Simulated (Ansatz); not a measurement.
Q: Each is relaxed and computed with plane-wave PAW LDA (Ansatz code). Which is the only metal?
A) GaN, rock salt
B) WC, rock salt
C) BaTe, rock salt
D) NaF, rock salt

A: B, WC, rock salt. WC: metal; GaN: gap 0.59 eV (indirect); NaF: gap 6.46 eV (direct); BaTe: gap 1.36 eV (indirect). Not the usual ambient phase: WC, rock salt; GaN, rock salt. All cells were relaxed under the symmetry of their starts (and spin orders); stability against distortions was not tested throughout. Rows with no word on spin ran without spin polarisation. Scalar-relativistic: spin–orbit coupling is off unless named, which matters more the heavier the elements.

Potentials: the later of the program's two PAW sets.
